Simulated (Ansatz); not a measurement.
Relaxation of a relaxed Si2W cell, doubled along one cell vector, shaken by Gaussian noise of σ = 0.08 Å a coordinate; 12 atoms in the cell, which starts as P1 (No. 1), aP12; a = 2.8858 Å, b = 4.9984 Å, c = 11.9122 Å, α = β = γ = 90.00°. Computed with r2SCAN (plane waves to 500 eV, PAW, scalar-relativistic; Ansatz, a first-principles code). Γ-centred k-mesh 5×9×2 on the run's cell (coarser than for final values), Fermi–Dirac smearing 0.05 eV. This is the first round of the run. 

The optimiser's lines from the output (shortened; P is positive under compression):

```
relax step   1: F+E_penalty+E_count = -46695.24454058 eV  Δ(F+E_penalty+E_count) = +0.000e0 eV  max|allowed force component| = 1.177e0 eV/Å  Δτ_max = 0.0000 Å  P = +1.210 GPa  Ω = 171.828 Å³  (10 SCF iters, dr2 threshold 1.00e-7 eV, accepted)
relax step   2: F+E_penalty+E_count = -46695.61884648 eV  Δ(F+E_penalty+E_count) = -3.743e-1 eV  max|allowed force component| = 9.009e-1 eV/Å  Δτ_max = 0.1634 Å  P = +3.057 GPa  Ω = 169.336 Å³  (8 SCF iters, dr2 threshold 1.20e-6 eV, accepted)
relax step   3: F+E_penalty+E_count = -46696.32336384 eV  Δ(F+E_penalty+E_count) = -7.045e-1 eV  max|allowed force component| = 6.582e-1 eV/Å  Δτ_max = 0.2000 Å  P = -0.585 GPa  Ω = 173.479 Å³  (9 SCF iters, dr2 threshold 1.20e-6 eV, accepted)
relax step   4: F+E_penalty+E_count = -46697.22426488 eV  Δ(F+E_penalty+E_count) = -9.009e-1 eV  max|allowed force component| = 7.678e-1 eV/Å  Δτ_max = 0.1638 Å  P = +1.490 GPa  Ω = 173.502 Å³  (10 SCF iters, dr2 threshold 1.20e-6 eV, accepted)
relax step   5: F+E_penalty+E_count = -46698.19639049 eV  Δ(F+E_penalty+E_count) = -9.721e-1 eV  max|allowed force component| = 7.079e-1 eV/Å  Δτ_max = 0.1901 Å  P = +1.016 GPa  Ω = 175.798 Å³  (9 SCF iters, dr2 threshold 1.20e-6 eV, accepted)
relax step   6: F+E_penalty+E_count = -46698.49290414 eV  Δ(F+E_penalty+E_count) = -2.965e-1 eV  max|allowed force component| = 1.035e0 eV/Å  Δτ_max = 0.1919 Å  P = -1.350 GPa  Ω = 177.711 Å³  (8 SCF iters, dr2 threshold 1.20e-6 eV, accepted)
relax step   7: F+E_penalty+E_count = -46698.92764062 eV  Δ(F+E_penalty+E_count) = -4.347e-1 eV  max|allowed force component| = 4.655e-1 eV/Å  Δτ_max = 0.2000 Å  P = +1.751 GPa  Ω = 171.953 Å³  (8 SCF iters, dr2 threshold 1.20e-6 eV, accepted)
relax step   8: F+E_penalty+E_count = -46698.86212107 eV  Δ(F+E_penalty+E_count) = +6.552e-2 eV  max|allowed force component| = 8.576e-1 eV/Å  Δτ_max = 0.1981 Å  P = +3.399 GPa  Ω = 169.837 Å³  (8 SCF iters, dr2 threshold 1.20e-6 eV, rejected (line search))
relax step   9: F+E_penalty+E_count = -46699.08144652 eV  Δ(F+E_penalty+E_count) = -1.538e-1 eV  max|allowed force component| = 1.941e-1 eV/Å  Δτ_max = 0.0633 Å  P = -0.509 GPa  Ω = 173.494 Å³  (13 SCF iters, accepted)
relax step  10: F+E_penalty+E_count = -46699.13567672 eV  Δ(F+E_penalty+E_count) = -5.423e-2 eV  max|allowed force component| = 8.382e-2 eV/Å  Δτ_max = 0.0686 Å  P = +0.288 GPa  Ω = 172.785 Å³  (7 SCF iters, dr2 threshold 1.20e-6 eV, accepted)
relax step  11: F+E_penalty+E_count = -46699.14047766 eV  Δ(F+E_penalty+E_count) = -4.801e-3 eV  max|allowed force component| = 1.320e-2 eV/Å  Δτ_max = 0.0066 Å  P = -0.034 GPa  Ω = 173.047 Å³  (5 SCF iters, dr2 threshold 1.20e-6 eV, accepted)
relax step  12: F+E_penalty+E_count = -46699.15796561 eV  Δ(F+E_penalty+E_count) = -1.749e-2 eV  max|allowed force component| = 1.566e-1 eV/Å  Δτ_max = 0.0173 Å  P = -0.184 GPa  Ω = 173.281 Å³  (7 SCF iters, dr2 threshold 6.33e-7 eV, accepted)
relax step  13: F+E_penalty+E_count = -46698.92660590 eV  Δ(F+E_penalty+E_count) = +2.314e-1 eV  max|allowed force component| = 5.375e-1 eV/Å  Δτ_max = 0.0274 Å  P = +0.900 GPa  Ω = 173.093 Å³  (8 SCF iters, dr2 threshold 1.20e-6 eV, rejected (line search))
relax step  14: F+E_penalty+E_count = -46699.14787487 eV  Δ(F+E_penalty+E_count) = +1.009e-2 eV  max|allowed force component| = 1.450e-1 eV/Å  Δτ_max = 0.0179 Å  P = -0.163 GPa  Ω = 173.018 Å³  (12 SCF iters, rejected (line search))
relax step  15: F+E_penalty+E_count = -46699.17563124 eV  Δ(F+E_penalty+E_count) = -1.767e-2 eV  max|allowed force component| = 8.524e-2 eV/Å  Δτ_max = 0.0167 Å  P = -0.098 GPa  Ω = 172.986 Å³  (12 SCF iters, accepted)
relax step  16: F+E_penalty+E_count = -46699.17801960 eV  Δ(F+E_penalty+E_count) = -2.388e-3 eV  max|allowed force component| = 2.415e-2 eV/Å  Δτ_max = 0.0237 Å  P = +0.161 GPa  Ω = 172.657 Å³  (6 SCF iters, dr2 threshold 5.11e-7 eV, accepted)
relax step  17: F+E_penalty+E_count = -46699.18025320 eV  Δ(F+E_penalty+E_count) = -2.234e-3 eV  max|allowed force component| = 7.728e-3 eV/Å  Δτ_max = 0.0086 Å  P = +0.006 GPa  Ω = 172.810 Å³  (5 SCF iters, dr2 threshold 1.20e-6 eV, accepted)
relax step  18: F+E_penalty+E_count = -46699.18030921 eV  Δ(F+E_penalty+E_count) = -5.601e-5 eV  max|allowed force component| = 9.472e-3 eV/Å  Δτ_max = 0.0017 Å  P = -0.027 GPa  Ω = 172.850 Å³  (6 SCF iters, dr2 threshold 3.62e-8 eV, accepted)
relax step  19: F+E_penalty+E_count = -46699.18033291 eV  Δ(F+E_penalty+E_count) = -2.370e-5 eV  max|allowed force component| = 5.966e-3 eV/Å  Δτ_max = 0.0038 Å  P = +0.006 GPa  Ω = 172.812 Å³  (6 SCF iters, dr2 threshold 2.65e-8 eV, accepted)
relax step  20: F+E_penalty+E_count = -46699.18037576 eV  Δ(F+E_penalty+E_count) = -4.284e-5 eV  max|allowed force component| = 7.091e-4 eV/Å  Δτ_max = 0.0024 Å  P = +0.004 GPa  Ω = 172.811 Å³  (7 SCF iters, dr2 threshold 1.49e-9 eV, accepted)
relax step  21: F+E_penalty+E_count = -46699.18248206 eV  Δ(F+E_penalty+E_count) = -2.106e-3 eV  max|allowed force component| = 7.414e-4 eV/Å  Δτ_max = 0.0000 Å  P = +0.014 GPa  Ω = 172.811 Å³  stress off target by 3.28e-2 GPa  SCF on the basis re-selected at this cell (its energy is not comparable with the rows above)  (7 SCF iters)
relax step  22: F+E_penalty+E_count = -46699.18247570 eV  Δ(F+E_penalty+E_count) = +6.361e-6 eV  max|allowed force component| = 6.772e-4 eV/Å  Δτ_max = 0.0001 Å  P = -0.014 GPa  Ω = 172.841 Å³  (5 SCF iters, dr2 threshold 2.68e-9 eV, accepted)
relax step  23: F+E_penalty+E_count = -46699.18247939 eV  Δ(F+E_penalty+E_count) = -3.693e-6 eV  max|allowed force component| = 1.235e-3 eV/Å  Δτ_max = 0.0005 Å  P = +0.000 GPa  Ω = 172.827 Å³  (5 SCF iters, dr2 threshold 2.48e-9 eV, accepted)
relax step  24: F+E_penalty+E_count = -46699.18248410 eV  Δ(F+E_penalty+E_count) = -4.708e-6 eV  max|allowed force component| = 1.221e-3 eV/Å  Δτ_max = 0.0000 Å  P = +0.000 GPa  Ω = 172.827 Å³  stress off target by 7.42e-3 GPa  SCF on the basis re-selected at this cell (its energy is not comparable with the rows above)  (6 SCF iters)
```

From the first to the last row the energy changes by -0.33 eV/atom and the volume by +0.6 %. The last row is marked as not comparable with the walk above it, whose basis was carried along; it does compare with step 1, since both stand on a basis selected at the nominal cutoff for their own cell.

Steps 8, 13, 14 were rejected by the optimiser.

Later rounds, restarted from the end of this one on a renewed k-mesh, logged 6 more steps and released under 0.01 eV/atom more. The final structure after all rounds: P6₃/mmc (No. 194), hP6; a = 2.9229 Å, b = 2.9229 Å, c = 11.6918 Å, α = 90.00°, β = 90.00°, γ = 120.00°. Between re-selections the logged energies stand on a plane-wave basis carried along with the cell. No spin polarisation in the result.

The relaxed structure here is a generated cell of Si2W: the first start was made by placing the elements on the sites of a structure type, and the end was not matched to a known phase here, so it may be hypothetical. Known forms of Si2W include space group No. 139.
